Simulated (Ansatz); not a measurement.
# Elastic constants of Rb3SI: input and output

These are results of DFT PBE, scalar-relativistic, plane waves, PAW (Ansatz), not measurements.

Launched with:
```bash
ansatz run input.yaml --threads 1 --pin off --max-ram 1228MiB --backend cpu --events-out ev --progress --plain --runs-dir out
```

Input (bare energies are in eV):
```yaml
crystal:
  lattice:
    - [6.7455, 0.0, 0.0]
    - [0.0, 6.7455, 0.0]
    - [0.0, 0.0, 6.7455]
  atoms:
    - { symbol: S, position: [0.0, 0.0, 0.0] }
    - { symbol: I, position: [0.5, 0.5, 0.5] }
    - { symbol: Rb, position: [0.5, 0.5, 0.0] }
    - { symbol: Rb, position: [0.5, 0.0, 0.5] }
    - { symbol: Rb, position: [0.0, 0.5, 0.5] }
basis:
  ecutwfc: 420
kpoints:
  mp_grid: { grid: [6, 6, 6] }
hamiltonian:
  xc: pbe
scf:
  occupations: { method: fixed }
output:
  forces: true
  stress: true
  eigenvalues: true
elastic:
  mode: relaxed_ion
  stencil: two_point
```

From the output:
```
--- Elastic constants: 2 strain directions × 2 members + reference (group order 48) ---
  dense FFT box of the reference and of every strained cell: 48×48×48
  strains applied: 11, 23; error gains: componentwise 1.00 (the most a stress slope's error grows in a printed constant), spectral 1.73 (1 for all six strains in a standard setting)
  C = ∂σ_k/∂η_j (tension-positive GPa; Voigt order 11 22 33 23 13 12):
        23.756     -0.883     -0.883      0.000      0.000      0.000
        -0.883     23.756     -0.883     -0.000      0.000     -0.000
        -0.883     -0.883     23.756     -0.000     -0.000      0.000
         0.000      0.000     -0.000     -0.211     -0.000     -0.000
        -0.000     -0.000      0.000      0.000     -0.211      0.000
        -0.000      0.000     -0.000     -0.000     -0.000     -0.211
  reference stress σ⁰ (GPa):      0.293      0.293      0.293     -0.000     -0.000      0.000
  C* (energy form; C + prestress term) asymmetry max|C*_kj − C*_jk| = 6.661e-16 GPa — a small one proves nothing (zero by symmetry where the batch's group is 432, −43m or m−3m); a large one is finite-difference/SCF noise where every solve ...
  moduli (Voigt/Reuss/Hill, GPa): K = 7.33/7.33/7.33   G = 4.80/-0.36/2.22   E = 6.06   ν = 0.362
  mechanically stable: NO (min eigenvalue of sym C = -0.21 GPa)
  strain η (Voigt 11):  stress-route row diagonal C_11 = 23.76 GPa, energy-path curvature d²(F+E_count+ΔE)/dδ²/Ω₀ = 23.78 GPa
         δ    σ_11 (GPa) F (eV) n_scf n_hpsi n_pw
    -2.000e-3       0.2446      -18220.3342997      10   25265   6031   relax 0 steps, max|allowed force component| 4.18e-29 eV/Å
     2.000e-3       0.3396      -18220.3320600      10   23029   6040   relax 0 steps, max|allowed force component| 3.90e-29 eV/Å
  strain η (Voigt 23):  stress-route row diagonal C_44 = -0.21 GPa, energy-path curvature d²(F+E_count+ΔE)/dδ²/Ω₀ = -0.34 GPa
         δ    σ_23 (GPa) F (eV) n_scf n_hpsi n_pw
    -2.000e-3       0.0004      -18220.3332723       9   30411   6031   relax 0 steps, max|allowed force component| 1.02e-29 eV/Å
     2.000e-3      -0.0004      -18220.3332723       9   27798   6031   relax 0 steps, max|allowed force component| 1.00e-29 eV/Å
```

The run took 3.7 min on 1 thread of Arm Neoverse N1, with other jobs on the host, peak memory 0.74 GiB.

The cell is the ideal cubic antiperovskite prototype; whether it is the stable structure of this composition wasn't checked.

As the tensor has a negative eigenvalue, the Reuss and Hill moduli of a polycrystal, and E and ν formed from them, have no physical meaning here.